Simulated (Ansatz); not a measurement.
Density of states of a Cu$_{5}$Ru$_{2}$Au cell (elements on a fcc lattice, relaxed), per eV and atom, broadened by Gaussian smearing of width 0.1 eV and averaged over bins of 0.4 eV, from 8 eV under the Fermi level at most up to where the solved bands end.

These are results of DFT PBE, scalar-relativistic, plane waves, PAW (Ansatz), not measurements.

Settings: cutoff 420 eV, Γ-centred mesh 5×6×6 on the computed 16-atom cell, Gaussian smearing of 0.10 eV; no spin polarisation.

```yaml
crystal:
  lattice:
    - [-3.75111, 3.90399, -3.53301]
    - [3.80291, 3.95647, 3.53369]
    - [3.82905, -3.90467, -3.61163]
  atoms:
    - { symbol: Cu, position: [0.25747, 0.99674, 0.73945] }
    - { symbol: Cu, position: [0.48956, 0.99636, 0.50715] }
    - { symbol: Cu, position: [0.73457, 0.47734, 0.74316] }
    - { symbol: Cu, position: [0.26324, 0.25832, 0.50266] }
    - { symbol: Cu, position: [0.50699, 0.74823, 0.76263] }
    - { symbol: Cu, position: [0.01311, 0.50246, 0.48884] }
    - { symbol: Cu, position: [0.00827, 0.02857, 0.01640] }
    - { symbol: Cu, position: [0.24158, 0.49932, 0.25635] }
    - { symbol: Cu, position: [0.75540, 0.25791, 0.99920] }
    - { symbol: Cu, position: [0.49045, 0.48290, 0.99266] }
    - { symbol: Ru, position: [0.00003, 0.24312, 0.74024] }
    - { symbol: Ru, position: [0.76906, 0.02496, 0.27468] }
    - { symbol: Ru, position: [0.50763, 0.23870, 0.24360] }
    - { symbol: Ru, position: [0.97468, 0.76266, 0.23715] }
    - { symbol: Au, position: [0.74221, 0.73864, 0.51170] }
    - { symbol: Au, position: [0.23917, 0.74194, 0.99561] }
```

| E − E_F (eV) | total | Cu 3d | Ru 4d | Au 5d | Cu 4s |
| --- | --- | --- | --- | --- | --- |
| -7.85 | 0.098 | 0.001 | 0.001 | 0.001 | 0.053 |
| -7.45 | 0.101 | 0.002 | 0.002 | 0.002 | 0.053 |
| -7.05 | 0.143 | 0.004 | 0.005 | 0.005 | 0.076 |
| -6.65 | 0.196 | 0.009 | 0.012 | 0.018 | 0.097 |
| -6.25 | 0.345 | 0.028 | 0.041 | 0.087 | 0.118 |
| -5.85 | 0.952 | 0.105 | 0.149 | 0.469 | 0.147 |
| -5.45 | 1.112 | 0.159 | 0.168 | 0.613 | 0.104 |
| -5.05 | 1.166 | 0.229 | 0.167 | 0.612 | 0.096 |
| -4.65 | 0.792 | 0.245 | 0.194 | 0.207 | 0.088 |
| -4.25 | 1.113 | 0.527 | 0.312 | 0.130 | 0.086 |
| -3.85 | 1.470 | 0.960 | 0.284 | 0.120 | 0.053 |
| -3.45 | 2.069 | 1.525 | 0.301 | 0.137 | 0.044 |
| -3.05 | 2.671 | 2.125 | 0.319 | 0.105 | 0.055 |
| -2.65 | 2.954 | 2.455 | 0.273 | 0.105 | 0.047 |
| -2.25 | 3.010 | 2.559 | 0.244 | 0.098 | 0.042 |
| -1.85 | 2.466 | 2.073 | 0.209 | 0.091 | 0.039 |
| -1.45 | 1.692 | 1.223 | 0.287 | 0.085 | 0.037 |
| -1.05 | 0.740 | 0.293 | 0.347 | 0.028 | 0.028 |
| -0.65 | 1.420 | 0.454 | 0.763 | 0.057 | 0.066 |
| -0.25 | 0.915 | 0.215 | 0.518 | 0.036 | 0.061 |
| 0.15 | 0.846 | 0.142 | 0.538 | 0.028 | 0.062 |

The columns after the total are the largest Löwdin projections on the valence shells of the potentials, so they needn't add up, and the weight of a shell that a potential lacks goes to other orbitals. The cell has no gap on the mesh.

Spin-orbit coupling is left out, which matters for the bands of heavy elements.

Cost: 2 runs of about 18 core-minutes in all (earlier runs that led there not counted), on Intel Xeon Platinum 8488C (Sapphire Rapids) (shared hosts).